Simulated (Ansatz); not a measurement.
Input and command of a plane-wave DFT calculation in Ansatz:

```yaml
crystal:
  lattice:
    - [1.8706486931, 1.0800195265, 6.5826708098]
    - [-1.8706486931, 1.0800195265, 6.5826708098]
    - [0.0, -2.1600390532, 6.5826708098]
  atoms:
    - { symbol: Ba, position: [0.0, 0.0, 0.0] }
    - { symbol: Mo, position: [0.222, 0.222, 0.222] }
    - { symbol: Mo, position: [0.778, 0.778, 0.778] }
    - { symbol: Pd, position: [0.5, 0.5, 0.5] }
basis:
  ecutwfc: 420
kpoints:
  mp_grid: { grid: [6, 6, 6] }
hamiltonian:
  xc: pbe
scf:
  occupations: { method: gaussian, width: 0.1 }
  lower_state_search: "off"
output:
  forces: true
  stress: true
  eigenvalues: true
relax:
  adjacent_minimum: "off"
  f_tol: 0.04
  max_steps: 70
  cell: { stress_tol: 0.4 }
```

```bash
ansatz run input.yaml --threads 1 --pin off --max-ram 2560MiB --backend cpu --events-out ev --progress --plain --runs-dir out
```

Processor: Intel(R) Xeon(R) Platinum 8175M CPU @ 2.50GHz (Skylake/Cascade Lake), 1 thread, on a host shared with other jobs.

Question: Estimate time, memory and problem size.

Answer: About 110 s on 1 thread of Intel(R) Xeon(R) Platinum 8175M CPU @ 2.50GHz (Skylake/Cascade Lake), on a shared host, peak memory 0.48 GiB. It solves 34 bands at 32 k points (the mesh reduced by symmetry) with about 2043 plane waves (on the last cell), in 86 SCF iterations over 12 ionic steps.
